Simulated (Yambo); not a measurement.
Yambo run on TiO2 (space group P1, No. 1, within 0.06 Å of C2/m). The wavefunctions are PBEsol (Quantum ESPRESSO, PseudoDojo norm-conserving, 84 Ry, scalar-relativistic) ones on a 4×4×2 mesh (36 occupied bands); a = 2.968 Å, b = 4.708 Å, c = 7.241 Å, α = 88.08°, β = 78.18°, γ = 90.00°.

Yambo input:

```
rim_cut
gw0
dyson
el_el_corr
HF_and_locXC
cohsex
em1s
RandQpts= 1000000
RandGvec= 1 Ry
EXXRLvcs= 84 Ry
VXCRLvcs= 336 Ry
Chimod= "HARTREE"
% BndsRnXs
 4 | 161 |
%
NGsBlkXs= 7 Ry
% LongDrXs
 1.0 | 1.0 | 1.0 |
%
ExtendOut
% QPkrange
 1 | 1 | 36 | 37 |
%
```

k points by index: 1 = Γ.

Resulting energies as the program prints them:

```
#    K-point    Band    Eo [eV]    E [eV]    E-Eo [eV]    Vxc [eV]    Vnlxc [eV]    Sc|Eo [eV]    Re(Z)    Im(Z)
#
    1    36    0.000000    -1.751353    -1.751353    -19.93282    -24.73425    3.050076    1.000000    0.000000
    1    37    2.315633    2.556072    0.240439    -20.13029    -12.16008    -7.729763    1.000000    0.000000
```
(The two width columns are left out.) Convergence of these settings isn't established.

Geometry of the Materials Project entry, not relaxed at this level.

This is not the ordinary phase of the substance; no match was found in the copy of COD used, and its stability was not checked.
